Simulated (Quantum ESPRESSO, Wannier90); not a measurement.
Wannierisation of SnI4 (P-43m)

Structure: Materials Project mp-571436, symmetrised, not relaxed again. COD (Crystallography Open Database) has the formula in 2 space groups, this one among them (matched by group alone). Computed values, not measurements, from PBEsol: Quantum ESPRESSO (norm-conserving PseudoDojo potentials, cutoff 58 Ry, no spin polarisation, no spin-orbit coupling) on a Γ-centred 4×4×4 mesh, then Wannier90. Density: 6×6×6 mesh, cold smearing 0.01 Ry. Spin-orbit coupling is left out although heavy elements are present.

On the energy scale of pw.x, whose zero is arbitrary, the valence-band maximum lies at 0.96 eV.

Input w.win:

```
num_bands = 5
num_wann = 5
exclude_bands = 6-36
num_iter = 1000
conv_tol = 1.0e-6
conv_window = 4
write_hr = true
write_u_matrices = true
auto_projections = true
begin unit_cell_cart
ang
    6.3636000000    0.0000000000    0.0000000000
    0.0000000000    6.3636000000    0.0000000000
    0.0000000000    0.0000000000    6.3636000000
end unit_cell_cart
begin atoms_frac
Sn   0.0000000000  0.0000000000  0.0000000000
I    0.2437800000 -0.2437800000 -0.2437800000
I   -0.2437800000 -0.2437800000  0.2437800000
I   -0.2437800000  0.2437800000 -0.2437800000
I    0.2437800000  0.2437800000  0.2437800000
end atoms_frac
mp_grid = 4 4 4
begin kpoints
0.0000000000 0.0000000000 0.0000000000
0.0000000000 0.0000000000 0.2500000000
0.0000000000 0.0000000000 0.5000000000
... (61 more lines: the 4x4x4 mesh through Gamma)
end kpoints
```

Input of pw2wannier90.x that gives the overlap and projection files (equivalent; here they were cut from one run over all bands):

```
&inputpp
  outdir = './out'
  prefix = 'pwscf'
  seedname = 'w'
  write_amn = .true.
  write_mmn = .true.
  atom_proj = .true.
  atom_proj_exclude = 6 7 8 9 10 11 12 13 14 15 16 17 18 19 20 21 22 23 24 25
/
```

Output w.wout (banner and timings cut):

```
                                    ------
                                    SYSTEM
                                    ------

                              Lattice Vectors (Ang)
                    a_1     6.363600   0.000000   0.000000
                    a_2     0.000000   6.363600   0.000000
                    a_3     0.000000   0.000000   6.363600

                   Unit Cell Volume:     257.69656  (Ang^3)

                        Reciprocal-Space Vectors (Ang^-1)
                    b_1     0.987363   0.000000   0.000000
                    b_2     0.000000   0.987363   0.000000
                    b_3     0.000000   0.000000   0.987363

 *----------------------------------------------------------------------------*
 |   Site       Fractional Coordinate          Cartesian Coordinate (Ang)     |
 +----------------------------------------------------------------------------+
 | sn   1   0.00000   0.00000   0.00000   |    0.00000   0.00000   0.00000    |
 | i    1   0.24378  -0.24378  -0.24378   |    1.55132  -1.55132  -1.55132    |
 | i    2  -0.24378  -0.24378   0.24378   |   -1.55132  -1.55132   1.55132    |
 | i    3  -0.24378   0.24378  -0.24378   |   -1.55132   1.55132  -1.55132    |
 | i    4   0.24378   0.24378   0.24378   |    1.55132   1.55132   1.55132    |
 *----------------------------------------------------------------------------*
                                ------------
                                K-POINT GRID
                                ------------

             Grid size =  4 x  4 x  4      Total points =   64

 *---------------------------------- MAIN ------------------------------------*
 |  Number of Wannier Functions               :                 5             |
 |  Number of Objective Wannier Functions     :                 5             |
 |  Number of input Bloch states              :                 5             |
 |  Output verbosity (1=low, 5=high)          :                 1             |
 |  Timing Level (1=low, 5=high)              :                 1             |
 |  Optimisation (0=memory, 3=speed)          :                 3             |
 |  Length Unit                               :               Ang             |
 |  Post-processing setup (write *.nnkp)      :                 F             |
 |  Using Gamma-only branch of algorithms     :                 F             |
 *----------------------------------------------------------------------------*
 *------------------------------- WANNIERISE ---------------------------------*
 |  Total number of iterations                :              1000             |
 |  Number of CG steps before reset           :                 5             |
 |  Trial step length for line search         :             2.000             |
 |  Convergence tolerence                     :         0.100E-05             |
 |  Convergence window                        :                 4             |
 |  Iterations between writing output         :                 1             |
 |  Iterations between backing up to disk     :               100             |
 |  Write r^2_nm to file                      :                 F             |
 |  Write xyz WF centres to file              :                 F             |
 |  Write on-site energies <0n|H|0n> to file  :                 F             |
 |  Use guiding centre to control phases      :                 F             |
 |  Use phases for initial projections        :                 F             |
 *----------------------------------------------------------------------------*
 *-------------------------------- PLOTTING ----------------------------------*
 |  Plotting Hamiltonian in WF basis          :                 T             |
 *----------------------------------------------------------------------------*

 *---------------------------------- K-MESH ----------------------------------*
 +----------------------------------------------------------------------------+
 |                    Distance to Nearest-Neighbour Shells                    |
 |                    ------------------------------------                    |
 |          Shell             Distance (Ang^-1)          Multiplicity         |
 |          -----             -----------------          ------------         |
 |             1                   0.246841                      6            |
 |             2                   0.349086                     12            |
 |             3                   0.427541                      8            |
 |             4                   0.493682                      6            |
 |             5                   0.551953                     24            |
 |             6                   0.604634                     24            |
 |             7                   0.698171                     12            |
 |             8                   0.740522                     30            |
       ... (lines left out)
 +----------------------------------------------------------------------------+
 | The b-vectors are chosen automatically                                     |
 | The following shells are used:                       1                     |
 +----------------------------------------------------------------------------+
 |                        Shell   # Nearest-Neighbours                        |
 |                        -----   --------------------                        |
 |                          1               6                                 |
 +----------------------------------------------------------------------------+
 | Completeness relation is fully satisfied [Eq. (B1), PRB 56, 12847 (1997)]  |
 +----------------------------------------------------------------------------+
 |                  b_k Vectors (Ang^-1) and Weights (Ang^2)                  |
 |                  ----------------------------------------                  |
 |            No.         b_k(x)      b_k(y)      b_k(z)        w_b           |
 |            ---        --------------------------------     --------        |
 |             1         0.000000    0.000000    0.246841     8.206085        |
 |             2         0.000000    0.246841    0.000000     8.206085        |
 |             3         0.246841    0.000000    0.000000     8.206085        |
 |             4         0.000000    0.000000   -0.246841     8.206085        |
 |             5         0.000000   -0.246841    0.000000     8.206085        |
 |             6        -0.246841    0.000000    0.000000     8.206085        |
 +----------------------------------------------------------------------------+
 |                           b_k Directions (Ang^-1)                          |
 |                           -----------------------                          |
 |            No.           x           y           z                         |
 |            ---        --------------------------------                     |
 |             1         0.000000    0.000000    0.246841                     |
 |             2         0.000000    0.246841    0.000000                     |
 |             3         0.246841    0.000000    0.000000                     |
 +----------------------------------------------------------------------------+

 Starting a new Wannier90 calculation ...

 Reading overlaps from w.mmn

 Reading projections from w.amn

 *------------------------------- WANNIERISE ---------------------------------*
 +--------------------------------------------------------------------+<-- CONV
 | Iter  Delta Spread     RMS Gradient      Spread (Ang^2)            |<-- CONV
 +--------------------------------------------------------------------+<-- CONV

 ------------------------------------------------------------------------------
 Initial State
  WF centre and spread    1  ( -0.000000, -0.000000, -0.000000 )     0.42387436
  WF centre and spread    2  ( -0.000000, -0.000000, -0.000000 )     0.43956270
  WF centre and spread    3  ( -0.000000, -0.000000,  0.000000 )     0.43956270
  WF centre and spread    4  ( -0.000000, -0.000000, -0.000000 )     0.42387436
  WF centre and spread    5  ( -0.000000, -0.000000,  0.000000 )     0.43956270
  Sum of centres and spreads ( -0.000000, -0.000000, -0.000000 )     2.16643681

      0     0.217E+01     0.0000000000        2.1664368091  <-- CONV
        O_D=      0.0000000 O_OD=      0.0008601 O_TOT=      2.1664368 <-- SPRD
 ------------------------------------------------------------------------------
      1    -0.291E-09     0.0000261579        2.1664368088  <-- CONV
        O_D=      0.0000000 O_OD=      0.0008601 O_TOT=      2.1664368 <-- SPRD
      2    -0.290E-10     0.0000142127        2.1664368088  <-- CONV
        O_D=      0.0000000 O_OD=      0.0008601 O_TOT=      2.1664368 <-- SPRD
      3    -0.155E-11     0.0000033338        2.1664368088  <-- CONV
        O_D=      0.0000000 O_OD=      0.0008601 O_TOT=      2.1664368 <-- SPRD
      4    -0.320E-13     0.0000008025        2.1664368088  <-- CONV
        O_D=      0.0000000 O_OD=      0.0008601 O_TOT=      2.1664368 <-- SPRD
             <<<     Delta < 1.000E-06  over  4 iterations     >>>
             <<< Wannierisation convergence criteria satisfied >>>
 Final State
  WF centre and spread    1  ( -0.000000, -0.000000, -0.000000 )     0.42387436
  WF centre and spread    2  ( -0.000000, -0.000000, -0.000000 )     0.43956270
  WF centre and spread    3  ( -0.000000, -0.000000,  0.000000 )     0.43956270
  WF centre and spread    4  ( -0.000000, -0.000000, -0.000000 )     0.42387436
  WF centre and spread    5  ( -0.000000, -0.000000,  0.000000 )     0.43956270
  Sum of centres and spreads ( -0.000000, -0.000000, -0.000000 )     2.16643681

         Spreads (Ang^2)       Omega I      =     2.165576756
        ================       Omega D      =     0.000000000
                               Omega OD     =     0.000860053
    Final Spread (Ang^2)       Omega Total  =     2.166436809
```
